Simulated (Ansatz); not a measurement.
Relaxed Zr (hcp, Mg type):

```
Zr
1.0
    3.24591     0.00000     0.00000
   -1.62295     2.81104     0.00000
    0.00000     0.00000     5.15116
Zr
2
Direct
  0.33333   0.66667   0.75000
  0.66667   0.33333   0.25000
```

Two-dimensional scan of atom 2 (Zr, nearest neighbour Zr at 3.185 Å; its periodic images, 3.2 Å or more away, move with it): u runs along (1.000, 0.000, 0.000), v along (0.000, 1.000, 0.000) (Cartesian). Cell and other atoms are fixed.

The numbers are results of r2SCAN (plane waves to 500 eV, PAW, scalar-relativistic; Ansatz, an electronic-structure program), not measurements. k mesh 13×13×7 (Γ-centred), Fermi-Dirac smearing 0.05 eV. E stands for the smeared free energy. With partly filled bands, energies and forces of such displacements shift with the k mesh and the smearing. The PAW data are Ansatz's earlier set. Zr is run without spin polarisation. Zr was relaxed with its symmetry unable to fall. The zero of ΔE is the undisplaced structure. Axes are in Å.

| ΔE (eV/cell) | u = -0.800 | u = -0.533 | u = -0.267 | u = 0.000 | u = 0.267 | u = 0.533 | u = 0.800 |
|---|---|---|---|---|---|---|---|
| v = -0.800 | ___ | 0.293 | ___ | 0.353 | ___ | 0.293 | ___ |
| v = -0.533 | 0.218 | 0.197 | 0.156 | 0.138 | 0.156 | 0.197 | 0.218 |
| v = -0.267 | 0.215 | 0.154 | 0.077 | ___ | 0.077 | 0.154 | 0.215 |
| v = 0.000 | 0.247 | 0.128 | ___ | 0.000 | ___ | 0.128 | 0.247 |
| v = 0.267 | 0.373 | 0.175 | 0.074 | ___ | 0.074 | 0.175 | 0.373 |
| v = 0.533 | ___ | 0.278 | 0.150 | 0.134 | 0.150 | 0.278 | ___ |
| v = 0.800 | 0.647 | 0.356 | 0.224 | 0.206 | 0.224 | 0.356 | 0.647 |

Question: Fill in the missing entries.

Answer: 
- v = -0.800, u = -0.800: 0.227
- v = -0.800, u = -0.267: 0.334
- v = -0.800, u = 0.267: 0.334
- v = -0.800, u = 0.800: 0.227
- v = -0.267, u = 0.000: 0.041
- v = 0.000, u = -0.267: 0.041
- v = 0.000, u = 0.267: 0.041
- v = 0.267, u = 0.000: 0.041
- v = 0.533, u = -0.800: 0.548
- v = 0.533, u = 0.800: 0.548

(A displaced cell: forces are minus the slopes of the energy, force constants its curvatures, and phonons follow from these.)
